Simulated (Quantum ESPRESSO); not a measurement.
## MgHfAlAg3MoGa (different elements on one site, starting from this cell)

Computed values, not a measurement. The program is pw.x of Quantum ESPRESSO 7.5 (plane-wave density functional theory). The cell is made up: eight metal atoms on a hexagonal close-packed lattice, with elements, volume, strain and displacements drawn at random and not relaxed, so it may be unstable or far from any real phase. PseudoDojo standard norm-conserving files set the functional (PBE unless stated); there is no spin polarisation or spin-orbit coupling, the Fermi-Dirac width of 0.25 eV means electrons at about 2900 K, and the masses in the input are unused placeholders. Heavy elements are run without spin-orbit coupling, which real alloys of them have. A spin test at this wide smearing found no moment, but such smearing suppresses magnetism that the real alloy may have.

The runs put different elements on site 6. Cell, positions, cutoff, mesh and smearing stay as in the input of run 1; sites are counted in its order. Stress in the tables is positive in tension.

Input of run 1:

```
&control calculation='scf', pseudo_dir='./dojo.nc.sr.pbe.v0_5.standard.upf', outdir='./o', disk_io='minimal', tprnfor=.true., tstress=.true. /
&system ibrav=0, nat=8, ntyp=6, nbnd=65, ecutwfc=84.00895049, nosym=.true., tot_charge=0,
 occupations='smearing', smearing='fd', degauss=0.0183746611
/
&electrons conv_thr=1.470e-08, electron_maxstep=70, mixing_beta=0.5 /
ATOMIC_SPECIES
Ag 1.0 Ag.upf
Al 1.0 Al.upf
Ga 1.0 Ga.upf
Hf 1.0 Hf.upf
Mg 1.0 Mg.upf
Mo 1.0 Mo.upf
CELL_PARAMETERS angstrom
4.3822 -2.5243 -0.0685
-2.8908 -0.0756 -4.6476
2.9659 5.1256 0.0344
ATOMIC_POSITIONS angstrom
Mg 0.0356 0.073 -0.0798
Hf 1.4469 2.5747 0.051
Al 0.1611 1.8434 -2.2662
Ag 1.5276 4.0503 -2.3297
Ag 3.024 0.0416 0.0093
Mo 4.4948 2.547 0.0481
Ga 1.4948 -0.8361 -2.3271
Ag 2.9696 1.738 -2.3304
K_POINTS automatic
5 5 4 1 1 1
```

```
run  elements on sites 1 to 8  -TS (eV)  pressure (GPa)  stress xx (GPa)  stress yy (GPa)  stress zz (GPa)  stress yz (GPa)  stress xz (GPa)  stress xy (GPa)  iterations
  1   Mg Hf Al Ag Ag Mo Ga Ag    -1.119            5.33            -3.10            -5.56            -7.33            -1.51            -2.26            -2.55          14
  2   Mg Hf Al Ag Ag Ru Ga Ag    -0.883            2.02             0.31            -2.18            -4.18            -0.90            -2.85            -3.28          12
  3   Mg Hf Al Ag Ag Zn Ga Ag    -0.769            5.51            -4.48            -6.47            -5.60             0.09            -0.46            -0.97          11
  4   Mg Hf Al Ag Ag Ta Ga Ag    -1.120            8.60            -7.02            -8.92            -9.85            -1.66            -1.44            -1.44          12
  5   Mg Hf Al Ag Ag Ga Ga Ag    -0.764            6.62            -4.95            -7.24            -7.68             0.04             0.26            -1.04          11
```

Forces Fx Fy Fz (eV/Å):

| site | run 1 | run 2 | run 3 | run 4 | run 5 |
| --- | --- | --- | --- | --- | --- |
| 1 | -0.20 -0.78 0.31 | -0.40 -0.80 0.32 | -0.33 -0.61 0.30 | 0.01 -0.67 0.27 | -0.25 -0.59 0.27 |
| 2 | 1.29 0.82 0.61 | 1.17 1.20 0.78 | 0.92 -0.11 0.99 | 1.38 0.31 0.54 | 1.04 -0.06 1.00 |
| 3 | -0.60 -0.42 -1.02 | -0.37 -0.41 -1.24 | -0.68 -0.48 -0.81 | -0.84 -0.51 -0.74 | -0.78 -0.52 -0.64 |
| 4 | 0.02 1.49 -0.05 | -0.09 1.44 -0.10 | -0.03 1.37 -0.43 | 0.10 1.57 -0.03 | 0.01 1.43 -0.44 |
| 5 | -0.63 -0.27 0.14 | -0.59 -0.20 0.13 | -0.65 0.15 0.13 | -0.70 -0.29 0.17 | -0.71 0.05 0.16 |
| 6 | -0.97 0.25 -0.79 | -0.83 -0.15 -0.78 | -0.19 0.16 -0.44 | -1.02 0.57 -0.84 | -0.29 0.13 -0.55 |
| 7 | 0.42 -0.68 0.47 | 0.41 -0.80 0.57 | 0.23 -0.21 0.09 | 0.39 -0.47 0.32 | 0.27 -0.12 -0.01 |
| 8 | 0.68 -0.41 0.33 | 0.71 -0.28 0.31 | 0.73 -0.28 0.16 | 0.68 -0.51 0.32 | 0.71 -0.34 0.21 |

Energies are left out, as each element's file has its own zero. A rerun of one cell of this series at a higher cutoff and on a denser mesh moved values by no more than 0.002 eV in energy, 0.13 GPa in stress and 0.005 eV/Å in force, and a second program with other atomic files agreed on that cell to 2 % rms in force and 0.5 GPa in pressure.